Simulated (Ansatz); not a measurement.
Property card for VPt

VPt (L1₀ or tetragonal B2, P4/mmm), a = 2.684 Å, b = 2.684 Å, c = 3.887 Å, α = 90.00°, β = 90.00°, γ = 90.00°.

Space group P4/mmm (No. 123), L1₀ or tetragonal B2; conventional cell a = 2.684 Å, b = 2.684 Å, c = 3.887 Å, α = 90.00°, β = 90.00°, γ = 90.00°.

Method: the program Ansatz at the r²SCAN level (PAW). Structure relaxed to zero pressure with the same functional. Other levels are named where they apply.

### Cell and energy

```yaml
volume_per_atom: 14.00 Å³
density: 14.59 g/cm³
Formation energy from the elements (no fitted shifts): -0.62 eV/atom
```

### Electronic structure

```yaml
electronic_character: metallic (no gap)
Density of states at the Fermi level: 0.57 states/eV per atom (mean over ±0.08 eV)
Gap with spin–orbit coupling: none (metallic)
```

### Magnetism

```yaml
magnetic_order: non-magnetic (starting moments vanished)
```

### Mechanics

```yaml
Bulk modulus (Birch–Murnaghan fit): 262 GPa
Pressure derivative B′: 4.7
```

### Charges

```yaml
bader_charges: Pt -1.10, V +1.10 e
```

The workflow started from an entry of the Crystallography Open Database (COD). Whether it is the stable phase at ambient conditions was not checked. The r²SCAN relaxation kept the symmetry of its start; whether a distortion lowers the energy is not shown. The workflow began spin-polarised and lost its moments. Axis ratios of metals converge slowly with the k-mesh, so a and c are less sure than the volume. The references are the lowest solids computed at this level, not always the standard phases. Spin–orbit coupling is left out wherever it is not named.

Potentials: the later of the program's two PAW sets.
